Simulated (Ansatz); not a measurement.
**zincblende-structured DyN**

Level of theory: DFT, PBEsol, scalar-relativistic, collinear spin; plane waves to 420 eV with PAW datasets (Ansatz 0.2.0), Γ-centred 10×10×10 mesh, 0.05 eV Gaussian smearing. The datasets are Ansatz's generated set soft_2.

```cif
data_structure
_symmetry_space_group_name_H-M 'F-43m'
_symmetry_Int_Tables_number 216
_cell_length_a 5.1706
_cell_length_b 5.1706
_cell_length_c 5.1706
_cell_angle_alpha 90.000
_cell_angle_beta 90.000
_cell_angle_gamma 90.000
_cell_volume 138.23
loop_
_atom_site_label
_atom_site_type_symbol
_atom_site_symmetry_multiplicity
_atom_site_Wyckoff_symbol
_atom_site_fract_x
_atom_site_fract_y
_atom_site_fract_z
_atom_site_occupancy
Dy1 Dy 4 a 0.00000 0.00000 0.00000 1
N1 N 4 d 0.25000 0.25000 0.75000 1
```

This is a trial structure; measured cells of the compound in the Crystallography Open Database are in space group Fm-3m (rock salt).

Magnetic state: ferromagnetic, site spin moments Dy 4.85; N 0.06 μB.

**Question.** Which orbitals carry the states at the Fermi level, and how many states are there?

**Answer.** Within 0.1 eV of it: Dy 4f 96 % (shares among the projected shells). The density of states at the Fermi level is about 8.4 states/eV per cell, averaged over 0.3 eV.

Density of states (tetrahedra, averaged over 0.5 eV; states/eV per cell of 2 atoms; energy in eV from the Fermi level; projections on Löwdin-orthogonalised atomic orbitals, summed over sites):

```
    E  total  Dy 4f down  Dy 4f up  N 2p  Dy 5d up  Dy 5d down
-4.10    4.5         0.0       3.8   0.4       0.2         0.0
-3.60    7.3         0.0       6.3   0.5       0.1         0.2
-3.10    4.3         0.0       2.8   0.8       0.2         0.3
-2.60    2.9         0.1       0.6   1.4       0.3         0.3
-2.10    4.0         0.2       0.3   2.4       0.5         0.4
-1.60    2.2         0.2       0.1   1.5       0.2         0.1
-1.10    0.8         0.0       0.0   0.7       0.1         0.0
-0.60    0.1         0.1       0.0   0.0       0.0         0.0
-0.10    5.9         5.6       0.0   0.1       0.0         0.1
 0.40    4.4         4.3       0.0   0.0       0.0         0.1
 0.90    3.6         3.2       0.0   0.2       0.0         0.1
 1.40    0.4         0.0       0.0   0.0       0.3         0.0
 1.90    0.9         0.0       0.0   0.1       0.3         0.4
 2.40    0.8         0.0       0.0   0.1       0.3         0.3
 2.90    0.8         0.0       0.0   0.1       0.3         0.2
 3.40    0.8         0.0       0.0   0.2       0.2         0.2
 3.90    1.7         0.0       0.0   0.3       0.9         0.2
 4.40    2.2         0.0       0.0   0.5       0.5         0.9
 4.90    1.3         0.0       0.0   0.2       0.7         0.4
 5.40    1.4         0.0       0.0   0.1       0.6         0.6
 5.90    1.1         0.0       0.0   0.1       0.4         0.6
```

Formal charges Dy³⁺, N³⁻ leave Dy³⁺ with an open 4f⁹ shell. Nothing in this functional splits the part-filled shell enough, so f states lie at the Fermi level.

Hund's first rule gives Dy³⁺ with 9 f electrons 5 unpaired spins, a spin moment of 5 μB; the run has 4.85 μB on Dy (atomic spheres) and 9.18 f electrons on orthogonalised orbitals. The moment is close to the ion's, so the f band is nearly fully polarised, though its occupations are fractional. Without spin–orbit coupling the orbital moment, which adds to the spin in such a shell (free ion: L = 5 beside 2S = 5), is missing, so this isn't the moment that neutrons would see.

Without a U or exact exchange the f states pile up at the Fermi level, so the metal found here may be the functional's error. For elements this heavy, spin–orbit coupling would shift levels and gaps; it isn't included here. The run wasn't fully tested for a lower electronic state. The order of the orbitals lowers the symmetry, along an axis that is one of several equivalent ones. Site moments are of spin, integrated over atomic spheres. No antiparallel order was tried.

A lower state of the open shells can't be excluded, and forces and pressures are less sure for it.
